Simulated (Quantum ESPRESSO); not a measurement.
```
CELL_PARAMETERS angstrom
      0.00000     3.85450     3.85450
      3.85450     0.00000     3.85450
      3.85450     3.85450     0.00000
ATOMIC_POSITIONS crystal
  F  0.79057 0.79057 0.20943
  F  0.20943 0.20943 0.79057
  F  0.20943 0.79057 0.79057
  F  0.79057 0.20943 0.20943
  F  0.79057 0.20943 0.79057
  F  0.20943 0.79057 0.20943
  Na 0.50000 0.50000 0.50000
  P  0.00000 0.00000 0.00000
```

The geometry is that of Materials Project entry mp-10474, symmetrised and not relaxed again.

Problem. What does LDA (Quantum ESPRESSO, PseudoDojo norm-conserving, 88 Ry, without SOC) give for the electronic structure near the Fermi level?

Solution. The LDA gap is direct, 7.24 eV at Γ. Another valence extremum on the path lies within 0.02 eV, too close to call.
